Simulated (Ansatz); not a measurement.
# Step by step: CdTe, 20 steps of 3.0 fs from 800 K

Theory: Ansatz 0.2.0, DFT, PBE, all-electron LAPW, scalar-relativistic.

Command: `ansatz run input.yaml --threads 2 --pin off --max-ram 4096MiB --backend cpu --events-out ev --progress --plain --runs-dir out` The run took 14 min on 2 threads of AMD EPYC 7R13 Processor (Zen 3) (shared host).

```yaml
crystal:
  lattice:
    - [0.0, 6.5642271124, 6.5642271124]
    - [3.2821135562, 0.0, 3.2821135562]
    - [3.2821135562, 3.2821135562, 0.0]
  atoms:
    - { symbol: Cd, position: [0.0, 0.0, 0.0] }
    - { symbol: Cd, position: [0.5, 0.0, 0.0] }
    - { symbol: Te, position: [0.375, 0.75, 0.75] }
    - { symbol: Te, position: [0.875, 0.75, 0.75] }
kpoints:
  mp_grid: { grid: [3, 5, 5] }
scf:
  occupations: { method: fermi_dirac, width: 0.08 }
hamiltonian:
  xc: pbe
  pseudopotentials: { kind: all_electron, lapw: { basis_error: 0.001 } }
output:
  forces: true
  stress: true
md:
  timestep: 3.0
  n_steps: 20
  ensemble: nve
  temperature: 800
  initial_velocities: maxwell_boltzmann
  seed: 623386
```

No spin–orbit coupling, which matters for the heavy atoms here.

Structure from Materials Project entry mp-406 (possibly hypothetical).

Each frame lists Cartesian positions (Å) and forces (eV/Å). Free energies count from the first step, -674241.4401 eV.

Step 0 (t = 0.0 fs): E = 0.0 meV, T = 800 K, conserved energy 0.0 meV

```
Cd    0.0000    0.0000    0.0000    -0.001   0.004   0.004
Cd    0.0000    3.2821    3.2821    -0.001   0.004   0.004
Te    4.9232    4.9232    4.9232     0.001  -0.004  -0.004
Te    4.9232    8.2053    8.2053     0.001  -0.004  -0.004
```

Step 1 (t = 3.0 fs): E = +1.5 meV, T = 796 K, conserved energy 0.0 meV

```
Cd   -0.0008    0.0067   -0.0042    -0.009  -0.073   0.029
Cd   -0.0038    3.2891    3.2912     0.042  -0.026  -0.058
Te    4.9297    4.9231    4.9167    -0.032   0.007   0.049
Te    4.9206    8.1933    8.2075    -0.001   0.092  -0.020
```

Step 2 (t = 6.0 fs): E = +6.3 meV, T = 784 K, conserved energy 0.0 meV

```
Cd   -0.0016    0.0133   -0.0085    -0.020  -0.150   0.054
Cd   -0.0075    3.2961    3.3002     0.086  -0.059  -0.121
Te    4.9363    4.9230    4.9103    -0.065   0.019   0.102
Te    4.9181    8.1814    8.2097    -0.001   0.190  -0.035
```

Step 3 (t = 9.0 fs): E = +14.3 meV, T = 763 K, conserved energy 0.0 meV

```
Cd   -0.0024    0.0198   -0.0126    -0.033  -0.227   0.079
Cd   -0.0112    3.3030    3.3091     0.133  -0.095  -0.185
Te    4.9428    4.9229    4.9040    -0.099   0.033   0.155
Te    4.9155    8.1697    8.2118    -0.001   0.289  -0.049
```

Step 4 (t = 12.0 fs): E = +25.5 meV, T = 734 K, conserved energy 0.0 meV

```
Cd   -0.0032    0.0261   -0.0168    -0.049  -0.304   0.105
Cd   -0.0147    3.3099    3.3179     0.181  -0.133  -0.249
Te    4.9492    4.9229    4.8977    -0.133   0.048   0.206
Te    4.9129    8.1581    8.2140     0.001   0.388  -0.062
```

Step 5 (t = 15.0 fs): E = +39.6 meV, T = 698 K, conserved energy 0.0 meV

```
Cd   -0.0040    0.0322   -0.0208    -0.066  -0.380   0.131
Cd   -0.0182    3.3166    3.3265     0.231  -0.172  -0.313
Te    4.9555    4.9229    4.8916    -0.168   0.065   0.257
Te    4.9104    8.1468    8.2161     0.003   0.487  -0.075
```

Step 6 (t = 18.0 fs): E = +56.4 meV, T = 655 K, conserved energy +0.1 meV

```
Cd   -0.0049    0.0380   -0.0247    -0.086  -0.454   0.156
Cd   -0.0214    3.3232    3.3348     0.281  -0.213  -0.376
Te    4.9617    4.9229    4.8857    -0.202   0.083   0.306
Te    4.9078    8.1358    8.2181     0.007   0.584  -0.087
```

Step 7 (t = 21.0 fs): E = +75.4 meV, T = 606 K, conserved energy +0.1 meV

```
Cd   -0.0059    0.0434   -0.0286    -0.107  -0.526   0.182
Cd   -0.0244    3.3297    3.3428     0.332  -0.254  -0.438
Te    4.9678    4.9230    4.8800    -0.236   0.102   0.354
Te    4.9053    8.1253    8.2201     0.010   0.679  -0.098
```

Step 8 (t = 24.0 fs): E = +96.2 meV, T = 552 K, conserved energy +0.1 meV

```
Cd   -0.0070    0.0485   -0.0322    -0.129  -0.595   0.207
Cd   -0.0272    3.3359    3.3506     0.382  -0.296  -0.498
Te    4.9737    4.9232    4.8745    -0.269   0.121   0.400
Te    4.9027    8.1151    8.2220     0.015   0.771  -0.109
```

Step 9 (t = 27.0 fs): E = +118.3 meV, T = 495 K, conserved energy +0.1 meV

```
Cd   -0.0081    0.0530   -0.0357    -0.151  -0.661   0.231
Cd   -0.0297    3.3420    3.3579     0.432  -0.337  -0.556
Te    4.9795    4.9234    4.8693    -0.301   0.140   0.444
Te    4.9002    8.1056    8.2239     0.020   0.858  -0.119
```

Step 10 (t = 30.0 fs): E = +141.1 meV, T = 437 K, conserved energy +0.2 meV

```
Cd   -0.0094    0.0571   -0.0391    -0.173  -0.724   0.255
Cd   -0.0318    3.3477    3.3648     0.480  -0.376  -0.611
Te    4.9850    4.9238    4.8644    -0.331   0.159   0.485
Te    4.8977    8.0966    8.2256     0.024   0.941  -0.128
```

Step 11 (t = 33.0 fs): E = +164.0 meV, T = 378 K, conserved energy +0.2 meV

```
Cd   -0.0108    0.0606   -0.0422    -0.195  -0.781   0.277
Cd   -0.0336    3.3532    3.3712     0.525  -0.413  -0.663
Te    4.9903    4.9242    4.8599    -0.360   0.178   0.523
Te    4.8952    8.0882    8.2273     0.030   1.017  -0.138
```

Step 12 (t = 36.0 fs): E = +186.4 meV, T = 320 K, conserved energy +0.3 meV

```
Cd   -0.0124    0.0635   -0.0452    -0.215  -0.834   0.297
Cd   -0.0350    3.3584    3.3771     0.567  -0.447  -0.710
Te    4.9954    4.9248    4.8557    -0.387   0.195   0.559
Te    4.8927    8.0805    8.2289     0.035   1.086  -0.146
```

Step 13 (t = 39.0 fs): E = +207.5 meV, T = 266 K, conserved energy +0.3 meV

```
Cd   -0.0141    0.0658   -0.0478    -0.234  -0.881   0.315
Cd   -0.0359    3.3632    3.3825     0.606  -0.478  -0.752
Te    5.0002    4.9255    4.8518    -0.412   0.212   0.592
Te    4.8902    8.0736    8.2303     0.040   1.148  -0.155
```

Step 14 (t = 42.0 fs): E = +226.7 meV, T = 216 K, conserved energy +0.3 meV

```
Cd   -0.0160    0.0674   -0.0503    -0.250  -0.923   0.331
Cd   -0.0364    3.3676    3.3873     0.639  -0.504  -0.789
Te    5.0047    4.9263    4.8484    -0.434   0.227   0.621
Te    4.8878    8.0674    8.2317     0.045   1.200  -0.163
```

Step 15 (t = 45.0 fs): E = +243.6 meV, T = 173 K, conserved energy +0.4 meV

```
Cd   -0.0181    0.0682   -0.0525    -0.264  -0.957   0.345
Cd   -0.0363    3.3717    3.3914     0.667  -0.526  -0.820
Te    5.0089    4.9273    4.8454    -0.453   0.240   0.647
Te    4.8854    8.0621    8.2330     0.050   1.243  -0.172
```

Step 16 (t = 48.0 fs): E = +257.5 meV, T = 137 K, conserved energy +0.4 meV

```
Cd   -0.0204    0.0684   -0.0544    -0.274  -0.985   0.355
Cd   -0.0358    3.3754    3.3950     0.689  -0.542  -0.845
Te    5.0129    4.9285    4.8428    -0.469   0.252   0.669
Te    4.8830    8.0576    8.2341     0.054   1.275  -0.180
```

Step 17 (t = 51.0 fs): E = +268.0 meV, T = 110 K, conserved energy +0.4 meV

```
Cd   -0.0229    0.0677   -0.0561    -0.281  -1.005   0.363
Cd   -0.0347    3.3786    3.3979     0.705  -0.553  -0.863
Te    5.0165    4.9298    4.8407    -0.482   0.261   0.688
Te    4.8807    8.0540    8.2352     0.058   1.297  -0.188
```

Step 18 (t = 54.0 fs): E = +274.9 meV, T = 92 K, conserved energy +0.4 meV

```
Cd   -0.0257    0.0663   -0.0575    -0.284  -1.018   0.367
Cd   -0.0331    3.3814    3.4001     0.714  -0.558  -0.874
Te    5.0197    4.9313    4.8391    -0.492   0.268   0.702
Te    4.8784    8.0512    8.2361     0.062   1.308  -0.195
```

Step 19 (t = 57.0 fs): E = +277.8 meV, T = 85 K, conserved energy +0.4 meV

```
Cd   -0.0286    0.0641   -0.0586    -0.283  -1.023   0.369
Cd   -0.0309    3.3838    3.4016     0.715  -0.557  -0.879
Te    5.0227    4.9330    4.8379    -0.498   0.272   0.713
Te    4.8761    8.0494    8.2368     0.065   1.308  -0.203
```

Step 20 (t = 60.0 fs): E = +276.9 meV, T = 87 K, conserved energy +0.4 meV

```
Cd   -0.0318    0.0611   -0.0594    -0.278  -1.020   0.367
Cd   -0.0282    3.3857    3.4025     0.710  -0.550  -0.876
Te    5.0253    4.9349    4.8373    -0.500   0.273   0.719
Te    4.8739    8.0484    8.2374     0.067   1.297  -0.210
```

Question: What is the mean temperature over the last 11 frames?

Answer: 209 K; so short a run of so small a cell isn't equilibrated.
